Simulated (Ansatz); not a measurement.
TaP2 in space group Cmc2_1 (No. 36; Ta on 4a, P on 4a, P on 4a), the program Ansatz at the PBE level (PAW), all energies at zero smearing, with the estimated change up to a 700 eV cutoff added, with one set of potentials and settings (totals compare only within such a set). Cell of 6 atoms (2 Ta, 4 P): -22892.898 eV.

| element | reference phase | E (eV/atom) |
|---|---|---|
| Ta | Im-3m, 1 atoms in the cell | -9933.2341 |
| P | Cmce, 4 atoms in the cell | -755.6733 |

Formation energy per atom, worked out: (-22892.898 − 2×(-9933.2341) − 4×(-755.6733))/6 = -0.623 eV/atom (-60 kJ per mol of atoms), at 0 K, without zero-point energy or fitted corrections.

The start of the workflow was typed in or built on a structure type; neither database checked (COD, Materials Project) lists it. Its standing as an ambient phase is unchecked. Symmetry was held in the PBE relaxation; whether a distortion lowers the energy is not shown. No spin polarisation was allowed. The references are the lowest solids computed at this level, not always the standard phases. Spin–orbit coupling is left out wherever it is not named.

Potentials: the earlier of the program's two PAW sets.
